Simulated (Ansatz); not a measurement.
Mo3Os (A15 (Cr3Si type), space group No. 223) at seven volumes, r²SCAN in the plane-wave PAW code Ansatz, scaled uniformly. One row is withheld.

```csv
V (Å³/atom),P (GPa)
13.954,35.05
14.414,21.44
14.874,9.86
15.334,0.00
15.794,?
16.254,-15.54
16.714,-21.61
```

Fit the shown pressures and predict the withheld one.

Third-order Birch–Murnaghan: P = (3/2)B₀(x^(7/2) − x^(5/2))[1 + (3/4)(B′ − 4)(x − 1)] with x = (V₀/V)^(2/3). Least squares on the six rows gives V₀ = 15.334 Å³/atom, B₀ = 302.5 GPa, B′ = 4.35. At V = 15.794, x = 0.9805 and P = -8.38 GPa. The run itself gave -8.39 GPa.

Space group Pm-3n (A15 (Cr3Si type)). The first step of the workflow began from a Materials Project structure, measured or hypothetical; the Crystallography Open Database files this formula in space group No. 223, but the cells were not matched. Its standing as an ambient phase is unchecked. Symmetry was held in the r²SCAN relaxation; its stability against distortions is not shown here. The run is not spin-polarised. Scalar-relativistic: spin–orbit coupling is off unless named, which matters more the heavier the elements.

Potentials: the later of the program's two PAW sets.
